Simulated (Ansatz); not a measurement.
Ansatz (a first-principles code) input:

Ansatz 0.2 input:
```yaml
crystal:
  lattice:
    - [0.0, 2.8272076087, 2.8272076087]
    - [2.8272076087, 0.0, 2.8272076087]
    - [2.8272076087, 2.8272076087, 0.0]
  atoms:
    - { symbol: Ge, position: [0.75, 0.75, 0.75] }
    - { symbol: Ge, position: [0.5, 0.5, 0.5] }
kpoints:
  mp_grid: { grid: [7, 7, 7] }
hamiltonian:
  xc: r2scan
  dispersion: d4
  pseudopotentials: { azcp: { folder: ./paw }, kind: paw }
scf:
  occupations: { method: fixed }
output:
  optics: { e_range: [0.0, 15.0], de: 0.05, sigma: 0.1, bands: { spectra_wanted_up_to: 12 eV } }
```

Output (shortened):

```
output.optics: the spectra are integrated over the Brillouin zone by k·p interpolation around the k-points, where levels, occupations, output.optics.sigma and …
Pseudopotential: Ge, paw, valence charge 14
Functional definition: r2SCAN
Crystal: 2 atoms, lattice volume = 45.196 Å³
Basis set: ecut = 500 eV, 1139 PW (Γ), exchange–correlation on 120×120×120 points (64 copies of the dense FFT grid, shifted against one another)
Bands: 18, of which v1, the nominal top of the filled ones, is band 14 counted from 1 (13 counted from 0)
Symmetry: 48 space group operations
Space group: Fd-3m (ITA 227), of the structure as read, at distance tolerance 3.6e-5 Å
k-points: 20 of 343
iter 1 solved again at ethr=1.76e-3 eV; its pass at ethr=3.10e-3 eV (dr2=4.92e-1 eV) is discarded
SCF iter   1: F=—  HF=-8605.964168 eV  |F-HF|=—  |Δ(HF+E_count)|=         —  Δρ=3.81e-2  dr2=4.93e-1  dr2_τ=4.77e-3  ethr=1.76e-3  ⟨swp⟩=1.0  Hψ=2000  notcnv=0  defer=9
preconditioner: auto → none
SCF iter   2: F=—  HF=-8606.006965 eV  |F-HF|=—  |Δ(HF+E_count)|=   4.28e-2  Δρ=1.94e-2  dr2=1.05e-1  dr2_τ=6.98e-4  ethr=1.76e-3  ⟨swp⟩=2.2  Hψ=411  notcnv=0  defer=34
SCF iter   3: F=—  HF=-8606.038802 eV  |F-HF|=—  |Δ(HF+E_count)|=   3.18e-2  Δρ=3.11e-3  dr2=1.89e-3  dr2_τ=3.60e-5  ethr=3.74e-4  ⟨swp⟩=3.1  Hψ=688  notcnv=0  defer=34
SCF iter   4: F=—  HF=-8606.036814 eV  |F-HF|=—  |Δ(HF+E_count)|=   1.99e-3  Δρ=6.58e-4  dr2=6.95e-5  dr2_τ=9.59e-7  ethr=6.77e-6  ⟨swp⟩=2.6  Hψ=703  notcnv=0  defer=35
SCF iter   5: F=—  HF=-8606.036854 eV  |F-HF|=—  |Δ(HF+E_count)|=   3.97e-5  Δρ=1.26e-4  dr2=3.11e-6  dr2_τ=5.44e-8  ethr=2.48e-7  ⟨swp⟩=2.0  Hψ=639  notcnv=0  defer=34
SCF iter   6: F=—  HF=-8606.036852 eV  |F-HF|=—  |Δ(HF+E_count)|=   1.68e-6  Δρ=3.96e-6  dr2=1.57e-9  dr2_τ=7.89e-11  ethr=1.11e-8  ⟨swp⟩=2.0  Hψ=640  notcnv=0  defer=6
SCF iter   7: F=—  HF=-8606.036852 eV  |F-HF|=—  |Δ(HF+E_count)|=   4.49e-9  Δρ=7.68e-7  dr2=7.17e-11  dr2_τ=2.90e-12  ethr=5.59e-12  ⟨swp⟩=2.0  Hψ=640  notcnv=0  defer=6
SCF iter   8: F=-8606.036852 eV  HF=-8606.036852 eV  |F-HF|=0.00e0  |Δ(HF+E_count)|=  1.95e-10  Δρ=3.62e-8  dr2=3.07e-13  dr2_τ=2.25e-14  ethr=1.00e-12  ⟨swp⟩=5.3  Hψ=1382  notcnv=0
SCF 1 converged in 8 iterations: F = -8606.036852 eV  dr2 = 3.07e-13
NSCF: frozen V_eff on 20 k-points
Optics k sum: 0 of 20 k-points
Optics k sum: 1 of 20 k-points
Optics k sum: 2 of 20 k-points
Optics k sum: 3 of 20 k-points
Optics k sum: 4 of 20 k-points
Optics k sum: 5 of 20 k-points
Optics k sum: 6 of 20 k-points
Optics k sum: 7 of 20 k-points
Optics k sum: 8 of 20 k-points
Optics k sum: 9 of 20 k-points
Optics k sum: 10 of 20 k-points
Optics k sum: 11 of 20 k-points
Optics k sum: 12 of 20 k-points
Optics k sum: 13 of 20 k-points
Optics k sum: 14 of 20 k-points
Optics k sum: 15 of 20 k-points
Optics k sum: 16 of 20 k-points
Optics k sum: 17 of 20 k-points
Optics k sum: 18 of 20 k-points
Optics k sum: 19 of 20 k-points
Optics k sum: 20 of 20 k-points
Optics k sum: 0 of 20 k-points
Optics k sum: 1 of 20 k-points
Optics k sum: 2 of 20 k-points
Optics k sum: 3 of 20 k-points
Optics k sum: 4 of 20 k-points
Optics k sum: 5 of 20 k-points
Optics k sum: 6 of 20 k-points
Optics k sum: 7 of 20 k-points
Optics k sum: 8 of 20 k-points
Optics k sum: 9 of 20 k-points
Optics k sum: 10 of 20 k-points
Optics k sum: 11 of 20 k-points
Optics k sum: 12 of 20 k-points
Optics k sum: 13 of 20 k-points
Optics k sum: 14 of 20 k-points
Optics k sum: 15 of 20 k-points
Optics k sum: 16 of 20 k-points
Optics k sum: 17 of 20 k-points
Optics k sum: 18 of 20 k-points
Optics k sum: 19 of 20 k-points
Optics k sum: 20 of 20 k-points
NSCF: frozen V_eff on 1 k-points
NSCF: frozen V_eff on 1 k-points
NSCF: frozen V_eff on 1 k-points
NSCF: frozen V_eff on 1 k-points
output.optics: what the bands over the 28 summed would add to eps1, eps2 and the energy-loss function is held between a lower and an upper bound (6 Lanczos …
SCF converged after 8 iterations
Free energy (F): -8606.036852 eV
Harris-Foulkes:  -8606.036852 eV  (|F-HF|=0.00e0)
Internal energy: -8606.036852 eV  (E = F + TS)
E sigma→0 (E₀):  -8606.036852 eV
Fermi energy:    8.372870 eV
--- Per-component energies (eV) ---
  E_band       = -318.224433
  E_kinetic    = 185.160816
  E_local      = -4500.120967  (includes V_loc(G=0)·N_el)
  E_nonlocal   = 436.952242
  E_hartree    = 2147.882991
  E_xc         = -131.835228
  E_vxc        = -136.778378  (∫ρ·V_xc dr)
  E_paw        = -4052.927706  (= ΣΔE_a)
  E_vpaw       = -606.355802  (= ΣTr[D̂ρ^β])
  E_aug_tail   = -0.000008  (compensation charges beyond the density's cutoff)
  E_vtau       = 7.151671  (kinetic-family band-sum trace: ∫τ·v_τ [+ j·A + Jᵃ·Aᵃ] dr)
  E_ewald      = -2688.752755
  E_disp       = -0.224717  (pairwise vdW)
  E_core_change = -2.171521  (= ΣΔE_core)
  E_smearing   =  0.000000  (= −TS)
  E_closure    = 0.000000  (closes the sum)
  Σ components = -8606.036852   (vs F -8606.036852, Δ=0.00e0)
  [band-id]    e_kinetic+e_local+e_nonlocal+2·e_hartree+e_vxc+e_vpaw+e_augmentation_tail+e_vtau = -318.224444   (vs E_band -318.224433, Δ=-1.11e-5)
--- Band table (eV; the first three rows and the last of 20) ---
  k-point 0: bands = ["-17.0616", "-17.0616", "-17.0616", "-17.0226", "-17.0226", "-16.8015", "-16.8015", "-16.8015", "-16.7827", "-16.7827", "-4.9366", "8.3729", "8.3729", "8.3729", "8.8332", "11.1004", "11.1004", "11.1004"]
  k-point 1: bands = ["-17.0719", "-17.0719", "-17.0582", "-17.0077", "-17.0077", "-16.8145", "-16.8145", "-16.8054", "-16.7720", "-16.7720", "-4.6758", "5.6713", "7.9372", "7.9372", "9.6893", "11.6838", "11.6838", "12.4838"]
  k-point 2: bands = ["-17.0828", "-17.0828", "-17.0505", "-16.9880", "-16.9880", "-16.8286", "-16.8286", "-16.8146", "-16.7619", "-16.7619", "-3.9305", "2.8932", "7.3007", "7.3007", "9.2158", "12.3446", "12.3446", "15.1701"]
  k-point 19: bands = ["-17.1148", "-17.1053", "-16.9874", "-16.9374", "-16.9220", "-16.8966", "-16.8935", "-16.8539", "-16.7357", "-16.7268", "-1.3236", "-0.1774", "3.9275", "5.0230", "11.3032", "13.6792", "14.1698", "14.3475"]
```

Cost: very roughly 15 core-seconds on shared cores.

Symmetry was held in the r²SCAN+D4 relaxation. The volume moved by -24 % from the start of the relaxation. Spin–orbit coupling is left out wherever it is not named.

Potentials: the earlier of the program's two PAW sets.

Ansatz is a plane-wave DFT program.
